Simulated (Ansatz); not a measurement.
MnSi (FeSi type, space group P2_13)

```xyz
8
Lattice="4.5603 0.0000 0.0000 0.0000 4.5603 0.0000 0.0000 0.0000 4.5603" Properties=species:S:1:pos:R:3 pbc="T T T"
Mn     0.6343     0.6343     0.6343
Mn     2.9144     1.6458     3.9260
Mn     3.9260     2.9144     1.6458
Mn     1.6458     3.9260     2.9144
Si     3.8546     3.8546     3.8546
Si     1.5745     2.9858     0.7057
Si     0.7057     1.5745     2.9858
Si     2.9858     0.7057     1.5745
```

The slice is a {110} plane (indices of the conventional cell) through the point (0.639, 0.361, 0.861) (fractional), spanned by u = [100] and v = [011] in vectors of this cell: u (4.56 Å) and v (6.45 Å, at 90° to u). It covers one period; positions are fractions (u, v).

Method: r2SCAN (plane waves to 500 eV, PAW, scalar-relativistic; Ansatz, a first-principles code). k mesh 10×10×10. These are valence fields of a PAW run, semicore shells included where kept as valence: close to a nucleus they are smooth pseudo fields. MnSi was relaxed with its symmetry unable to fall. Relaxed MnSi ends ferromagnetic. The PAW data are Ansatz's earlier set. The magnetic order is the one the run started from; other orders were not tried.

Problem. What is the ELF at the midpoint of the shortest Mn–Si line in this plane (2.32 Å)?

Solution. 0.4.

Problem. The ELF has a maximum in the middle third of the Mn–Si line. Where, and how high?

Solution. 0.67, 1.4 Å from Mn.

Problem. What is the valence density on the shortest Mn–Si line in this plane (2.32 Å), at its midpoint?

Solution. 0.47 e/Å³.

Problem. Predict the map of the electrostatic potential energy of an electron, from the cell's mean on the slice.

Solution. 
```
v \ u  0.00  0.13  0.26  0.39  0.52  0.65  0.78  0.91
-----  ----  ----  ----  ----  ----  ----  ----  ----
0.88      x  <5.0   9.4     x     x     x   9.0     x
0.75    9.1  10.0  11.2   9.0   5.7   6.5   8.5   9.6
0.62   <5.0   7.1  12.0  13.5  11.0     x     x  <5.0
0.50    9.9   6.3   5.2  10.9  12.0   9.2   9.1  10.8
0.38    8.8     x     x   5.7     x     x     x   5.8
0.25   10.4   9.6   8.7  10.6     x     x     x     x
0.12      x  <5.0  12.5  13.2  10.6   6.9   5.6     x
0.00      x     x   8.7   6.7     x   7.1     x     x
```

Values: electrostatic potential energy of an electron, from the cell's mean, in eV. Points within 1 Å of a nucleus are blanked (x), as the pseudised field means little there. Values under 5 eV are set to 5. The zero, the cell's mean, hangs on the PAW cores.
